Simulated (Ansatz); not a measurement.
SiN2:
```cif
data_N8Si4
_chemical_formula_sum 'Si4 N8'
_space_group_name_H-M_alt 'Pa-3'
_space_group_IT_number 205
_space_group_name_Hall '-P 2ac 2ab 3'
_cell_length_a 4.43977
_cell_length_b 4.43977
_cell_length_c 4.43977
_cell_angle_alpha 90.000
_cell_angle_beta 90.000
_cell_angle_gamma 90.000
loop_
_atom_site_label
_atom_site_type_symbol
_atom_site_symmetry_multiplicity
_atom_site_Wyckoff_symbol
_atom_site_fract_x
_atom_site_fract_y
_atom_site_fract_z
_atom_site_occupancy
Si1 Si 4 a 0.00000 0.00000 0.00000 1
N1 N 8 c 0.40434 0.40434 0.40434 1
```

Relaxed with r²SCAN. 

Question: HSE06 on this cell (Ansatz, a program for electronic structure, PAW) gives a gap of 6.73 eV. What does r²SCAN give?

Answer: 5.75 eV.

Cost on shared cores: the r²SCAN run (SCF on a 6×6×6 mesh, then bands and DOS) roughly 100 core-seconds, the HSE06 run (SCF on 4×4×4, then a few points) about 2.4 core-minutes (a rough figure); the tasks are unlike.

The start of the workflow was typed in or built on a structure type; neither database checked (COD, Materials Project) lists it. Whether it is the stable phase at ambient conditions was not checked. The cell was relaxed with r²SCAN under the symmetry of its start; whether a distortion lowers the energy is not shown.

Potentials: the earlier of the program's two PAW sets. The files were generated under PBE; for other functionals the program regenerates the frozen cores, and for LDA and PBEsol the local potential too.

Ansatz is a plane-wave DFT program.
